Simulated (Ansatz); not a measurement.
# CsRb2ScCl6: pressure against volume

CsRb2ScCl6, Fm-3m, a = 11.394 Å. The structure is a Materials Project entry; whether it is the stable form wasn't checked. Ansatz: r2SCAN, PAW, 500 eV, Γ-centred 4×4×4 mesh on 10 atoms, Gaussian smearing 0.02 eV; no spin polarisation. Shape and atoms are relaxed at each volume; pressure is positive in compression.

```tsv
V (Å³/atom)	P (GPa)
34.766	1.25
35.875	?
36.985	0.00
38.094	-0.47
39.204	-0.84
```

Question: Take V0 = 36.985 Å³/atom, fit the third-order Birch–Murnaghan form to the other rows, and predict the missing pressure.

Answer: With the Eulerian strain f = ½[(V0/V)^(2/3) − 1] and y = P/[3f(1 + 2f)^(5/2)], the form is the line y = B0 + 1.5 B0 (B0′ − 4) f. Rows (f, y): 0.02106, 17.85; -0.00975, 16.88; -0.01905, 16.20. Means f = -0.002580, y = 16.977; Σ(Δf)² = 0.0008815, ΣΔfΔy = 0.03413; the slope is their ratio. y = 17.08 + 38.72 f GPa, so B0 = 17.1 GPa and B0′ = 4 + 2 × (38.72)/(3 × 17.08) = 5.51. At V = 35.875, f = 0.01026, y = 17.477 and P = 0.57 GPa. The run gave 0.56 GPa, so the fit is 0.01 GPa too high, within twice the rms miss on the fitted rows (0.006 GPa).

Cost: 5 runs of about 13 core-minutes in all, on AMD EPYC (Zen 3) (shared hosts).